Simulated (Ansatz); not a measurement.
Ta (bcc, W type)

```xyz
1
Lattice="-1.6526 1.6526 1.6526 1.6526 -1.6526 1.6526 1.6526 1.6526 -1.6526" Properties=species:S:1:pos:R:3 pbc="T T T"
Ta     0.0000     0.0000     0.0000
```

Calculation: r2SCAN (plane waves to 500 eV, PAW, scalar-relativistic; Ansatz, a first-principles code). Harmonic phonons by density-functional perturbation theory on a 20×20×20 k mesh, in cm⁻¹ and rounded to 5; i marks imaginary ones, q is in fractions of the reciprocal vectors of the cell shown, and the three acoustic modes at Γ are left out. The program warned that its band solver left a few bands short of their tolerance. Spin-orbit coupling is left out, though Ta is heavy. Ta is run without spin polarisation. Ta was relaxed with its symmetry unable to fall. The PAW data are Ansatz's earlier set.

Is the structure dynamically stable at N = (0.5, 0.0, 0.0), H = (0.5, 0.5, 0.5)?

No imaginary mode at these points (lowest 95 cm⁻¹ at N = (0.5, 0.0, 0.0)); other wave vectors were not tested.

List the wavenumbers at N = (0.5, 0.0, 0.0), H = (0.5, 0.5, 0.5), with degeneracies.


| q | wavenumbers (cm⁻¹) |
|---|---|
| N = (0.5, 0.0, 0.0) | 95, 135, 150 |
| H = (0.5, 0.5, 0.5) | 170 (×3) |
